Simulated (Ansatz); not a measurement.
**How much energy warms a nanoscale cell?**

The energy that a pulse needs to warm a small volume, and the thermal time constant, scale with heat capacity per volume.

The reference row is MgO. A cube of 10 nm edge is warmed by 50 K from 300 K, with the heat capacity held at its 300 K value. All rows have a gap.

### Data

Computed with Ansatz, a plane-wave PAW program. C_V, highest phonon, zero-point energy, vibrational entropy: LDA, harmonic phonons over the whole zone; volume per atom: LDA, relaxed cell.

Definitions used: share of the Dulong–Petit value = C_V/24.94; C per volume = C_V/(0.6022 V); energy = C per volume × edge³ × ΔT, with 1 nm³ = 10⁻²¹ cm³.

| crystal | C_V at 300 K (J/(K·mol of atoms)) | V (Å³/atom) | highest phonon (cm⁻¹) | zero-point energy (meV/atom) | vibrational entropy at 300 K (J/(K·mol of atoms)) | share of 3R (%) | C per volume (J/(K·cm³)) | energy (fJ) |
|---|---|---|---|---|---|---|---|---|
| CdZn3S4 (P-43m, cP8) | 22.5 | 19.80 | 343 | 39 | 30.5 | 90 | 1.887 | 0.094 |
| Cu3VS4 (P-43m, cP8) | 21.7 | 18.02 | 467 | 46 | 26.4 | 87 | 2.000 | 0.10 |
| Ga3AlN4 (P-43m, cP8) | 16.9 | 10.85 | 788 | 83 | 14.6 | 68 | 2.587 | 0.13 |
| BiVO4 (I4₁/a) | 19.2 | 12.21 | 887 | 65 | 22.7 | 77 | 2.611 | 0.13 |
| FeSi (P2₁3) | 20.5 | 10.42 | 500 | 59 | 18.4 | 82 | 3.267 | 0.16 |
| MgO (rock salt), reference | 18.3 | 8.99 | 715 | 75 | 13.4 | 73 | 3.380 | 0.17 |

Runs started from generated or typed cells of the structure named: MgO. Not checked to be the ambient phase: Cu3VS4 (P-43m, cP8). No claim is made that these are known or stable phases: CdZn3S4 (P-43m, cP8); Ga3AlN4 (P-43m, cP8). Magnetic at some levels of our runs and not at others: FeSi. Run without spin polarisation: Cu3VS4 (P-43m, cP8), BiVO4, FeSi. Spin–orbit coupling is left out unless named.

### Worked example

The steps for Cu3VS4 (P-43m, cP8):

share of 3R: 100 × 21.7/24.94 = 87 %; heat capacity per volume: 21.7/(0.6022 × 18.02) = 2.000 J/(K·cm³); energy: 2.000 × 10³ × 50 × 10⁻⁶ = 0.10 fJ.

For MgO, step by step:

share of 3R: 100 × 18.3/24.94 = 73 %; heat capacity per volume: 18.3/(0.6022 × 8.99) = 3.380 J/(K·cm³); energy: 3.380 × 10³ × 50 × 10⁻⁶ = 0.17 fJ.

### Result

In order of heat capacity per volume, lowest first: CdZn3S4 (P-43m, cP8) (1.887 ± 0.10) ≈ Cu3VS4 (P-43m, cP8) (2.000 ± 0.11), Ga3AlN4 (P-43m, cP8) (2.587 ± 0.14) ≈ BiVO4 (2.611 ± 0.14), FeSi (3.267 ± 0.18) ≈ MgO (3.380 ± 0.18). The ± follows from allowances picked for this note (C_V 2 %, volume per atom 4 %, 3 % for the model), carried to first order and added in quadrature; ≈ joins neighbours closer than their two ± added in quadrature. 4 of the 5 others clearly beat the reference on this figure.

Share of 3R falls with zero-point energy in these rows (rank correlation −1.00 over 6 rows). The usual reason: stiff, high-frequency modes are frozen out at room temperature. Heat capacity per volume falls with volume per atom in these rows (rank correlation −0.94 over 6 rows). The usual reason: near the classical limit every atom holds 3k_B, so the number of atoms per volume decides.

### Caveats

Constant-volume harmonic values; C_P is higher, by little in stiff crystals and by several percent in soft ones. Where several phases of a formula are at hand, those over 0.1 eV/atom above the lowest were not drawn (by r²SCAN where it compared them, else by the largest value; a layered or molecular lowest phase counts only with a dispersion term); other phases could lie lower still. Values belong to the structures named, which need not be the stable ones; other polymorphs differ. The rows are a sample and no shortlist: familiar crystals first, some related and some not, whatever their agreement with measurement; tables with many equal figures were not kept. Limits of the draw: crystals with a gap; no unfamiliar magnets, and cubic perovskites only if shown or known to be stable. As a rule kept out of such tables: 4f compounds, open-shell compounds run without a Hubbard term, cells found unstable in the tests at hand, cells close to a higher symmetry, and runs set to a pressure or over 12 % in volume from the crystal's fullest run.
